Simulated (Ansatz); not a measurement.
**What DFT gives for Ca2La3Sn7**

```yaml
crystal:
  lattice:
    - [4.67833, 0.00000, 0.00000]
    - [2.33917, -14.06558, 0.00000]
    - [0.00000, 0.00000, -4.68853]
  atoms:
    - { symbol: La, position: [0.18450, 0.63100, 0.00000] }
    - { symbol: La, position: [0.81550, 0.36900, 0.00000] }
    - { symbol: Sn, position: [0.09070, 0.81860, 0.50000] }
    - { symbol: Sn, position: [0.90930, 0.18140, 0.50000] }
    - { symbol: La, position: [0.50000, 0.00000, 0.50000] }
    - { symbol: Sn, position: [0.00000, 0.00000, 0.00000] }
    - { symbol: Sn, position: [0.28220, 0.43560, 0.50000] }
    - { symbol: Sn, position: [0.71780, 0.56440, 0.50000] }
    - { symbol: Sn, position: [0.40950, 0.18100, 0.00000] }
    - { symbol: Sn, position: [0.59050, 0.81900, 0.00000] }
    - { symbol: Ca, position: [0.37170, 0.25660, 0.50000] }
    - { symbol: Ca, position: [0.62830, 0.74340, 0.50000] }
```

Level: PBE, no spin polarisation; 420 eV; 6×6×6 Γ-centred mesh; fermi-dirac occupations (width 0.1 eV); Ansatz 0.2.0, fixed geometry.

Problem. Which element gives electrons and which takes them?

Solution. Bader charges in e: Ca +0.87, La +1.16 to +1.24, Sn -0.99 to -0.29. In the mean La gives up most and Sn takes most.

Problem. Describe some of the short contacts.

Solution. Sn–Ca at 2.52 Å: least valence density 0.35 e/Å³ and ELF 0.18 there. Sn–Sn at 2.96 Å: least valence density 0.26 e/Å³ and ELF 0.47 there. La–Sn at 3.31 Å: least valence density 0.16 e/Å³ and ELF 0.23 there. Both are smooth PAW fields, read partly inside the augmentation spheres.

Problem. Metal or insulator?

Solution. It is a metal, with about 9.1 states/eV a cell as the mean within 0.25 eV of the Fermi level, mostly Sn p (46 %) and La d (31 %).

Problem. What does the stress say?

Solution. The pressure is 15.7 GPa (compression positive), so with the atoms held at these fractions the cell would first expand; the forces are large, so a full relaxation may end otherwise. The principal stresses 13.8, 14.3, 19.0 GPa differ, so its shape would change too.

Origin: a known structure type with other elements, at an estimated volume, so it need not be a known compound. Caveats: atoms or cell far from equilibrium; f levels without a U or exact exchange are poorly placed.
